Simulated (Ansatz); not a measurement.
## Sc: energy along a strain

Sc, P6_3/mmc, a = 3.309 Å, c = 5.268 Å (as given, not relaxed at this level: -2.8 GPa). Ansatz: PBEsol, PAW, 420 eV, Γ-centred 18×18×10 mesh on 2 atoms, Gaussian smearing 0.15 eV; no spin polarisation. Cell vectors (Å): 3.309 0.000 0.000; -1.654 2.866 0.000; 0.000 0.000 5.268. The cell is strained by x per cent times the pattern (0 0 1 0 0 0) in the order xx yy zz yz xz xy (engineering shears), with fractional coordinates held. y is the free energy over the start, V0 = 24.974 Å³/atom.

```tsv
x (%)	y (meV/atom)
-2.00	?
-1.50	-7.40
-1.00	-5.29
-0.50	-2.82
0.00	0.00
0.50	3.16
1.00	6.65
1.50	10.45
1.75	12.46
2.00	14.55
```

Fit y = c1 x + c2 x² + c3 x³ to the other rows, get the stiffness along the pattern, and predict the missing energy.

Least squares on the rows shown. y = 5.987 x + 0.6777 x² − 0.01680 x³. The clamped-ion stiffness p·C·p = 2 × 6.777 eV × 160.2 / 24.974 Å³ = 87 GPa, which is C33 in these axes (second derivative at the start, which stands under stress). At x = -2.00 the fit asked for gives -9.13 meV/atom. The run gave -9.14 meV/atom, so the fit is 0.01 meV/atom too high, a small miss on the scale of the series.